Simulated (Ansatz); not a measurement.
YbPd:
```
YbPd
1.0
    3.46375     0.00000     0.00000
    0.00000     3.46375     0.00000
    0.00000     0.00000     3.46375
Pd Yb
1 1
Cartesian
  0.00000   0.00000   0.00000
  1.73188   1.73188   1.73188
```
The run is spin-polarised; directions of the spins, atom by atom: 0 0.

Relaxed with r²SCAN.

Give the Bader charges and basin volumes of the independent atoms, DFT-r²SCAN in the program Ansatz with PAW potentials.



```csv
atom,Bader charge (e),Bader volume (Å³)
Pd1,-1.35,25.7
Yb2,+1.35,15.9
```

Space group Pm-3m (CsCl type). The workflow started from an entry of the Crystallography Open Database (COD). Its standing as an ambient phase is unchecked. The r²SCAN relaxation kept the symmetry of its start; its stability against distortions is not shown here. The final state is ferromagnetic, the only order run, not a proven ground state. Caveat: open 4f shells can settle in a state that is not the lowest. Other orbital occupations within this spin state were not tried. No Hubbard U is applied. Spin–orbit coupling is left out wherever it is not named.

Potentials: the later of the program's two PAW sets.
